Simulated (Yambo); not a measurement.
A G0W0@PBEsol run in Yambo for CsScS2O8 (space group P321, No. 150) (3×3×1 Γ-centred k mesh, bands 2 to 308 and a 7 Ry block in the screening, 308 bands in G with the Bruneval-Gonze terminator, plasmon pole fitted at 27.2 eV) gives these matrix elements, in eV, at the band edges ((0, 0.333, 0) → Γ):

```tsv
state	E0	<Vxc>	<Σx>	<Σc(E0)>	Z
valence edge	0.000	-20.011	-25.751	4.045	0.805
conduction edge	4.233	-17.270	-9.611	-4.945	0.817
```

Question: Solve the linearised quasiparticle equation for both states, give the gap, and say how exchange and correlation each act on it.

Answer: E = E0 + Z(Σx + Σc − Vxc). Valence: 0.000 + 0.805 × (-25.751 + (4.045) − (-20.011)) = -1.37 eV. Conduction: 4.233 + 0.817 × (-9.611 + (-4.945) − (-17.270)) = 6.45 eV. The gap is 7.81 eV, against 4.23 eV in PBEsol. Replacing Vxc by bare exchange alone would open it by 13.40 eV; correlation takes back 8.99 eV of that, and Z scales what is left. Nearest settings tried, and what they do to the gap: 2 Ry block (73 vectors against 441): +811 meV. Not varied: bands in G, bands in W, mesh. So the settings aren't converged at that level. 

Geometry of the Materials Project entry, not relaxed at this level; primitive cell a = b = 5.2468 Å, c = 8.8716 Å, α = β = 90.00°, γ = 120.00°.

The structure is a Materials Project entry; no match was found in the copy of COD used, and its stability was not checked.
